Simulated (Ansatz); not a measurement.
Input:

Cr₂O₃:
```cif
data_Cr4O6
_chemical_formula_sum 'Cr4 O6'
_space_group_name_H-M_alt 'P 1'
_space_group_IT_number 1
_cell_length_a 5.36322
_cell_length_b 5.36322
_cell_length_c 5.36322
_cell_angle_alpha 53.666
_cell_angle_beta 53.666
_cell_angle_gamma 53.666
loop_
_space_group_symop_operation_xyz
  'x, y, z'
loop_
_atom_site_label
_atom_site_type_symbol
_atom_site_fract_x
_atom_site_fract_y
_atom_site_fract_z
_atom_site_occupancy
Cr1 Cr 0.65631 0.65631 0.65631 1
Cr2 Cr 0.34369 0.34369 0.34369 1
Cr3 Cr 0.84369 0.84369 0.84369 1
Cr4 Cr 0.15631 0.15631 0.15631 1
O1 O 0.06535 0.75000 0.43465 1
O2 O 0.93465 0.25000 0.56535 1
O3 O 0.75000 0.43465 0.06535 1
O4 O 0.25000 0.56535 0.93465 1
O5 O 0.43465 0.06535 0.75000 1
O6 O 0.56535 0.93465 0.25000 1
```
The run is spin-polarised.

This is the PBEsol-relaxed structure.

Question: All from DFT-PBEsol in the program Ansatz with PAW potentials, unless another level is named. Predict the magnetic order.

Answer: antiferromagnetic.

Question: And the Born charges (a third of the trace)?

Answer: Cr +2.95, O -1.97 e.

Question: Predict the electronic dielectric constant ε∞ (DFPT).

Answer: 11.3 (xx = yy), 12.2 (zz).

Question: Predict the static dielectric constant ε0 (ions relaxed, cell fixed).

Answer: 15.3 (xx = yy), 18.3 (zz).

Space group R-3c (corundum). The PBEsol relaxation kept the symmetry of its start, as lowered by the spin order. Spin order of the final state: antiferromagnetic, chosen from 5 collinear starts compared on coarse meshes (ties went to the first, and starts can fall back to one state), not a proven ground state. Textbook magnetic order: antiferromagnetic. No Hubbard U is applied.

Potentials: the later of the program's two PAW sets.
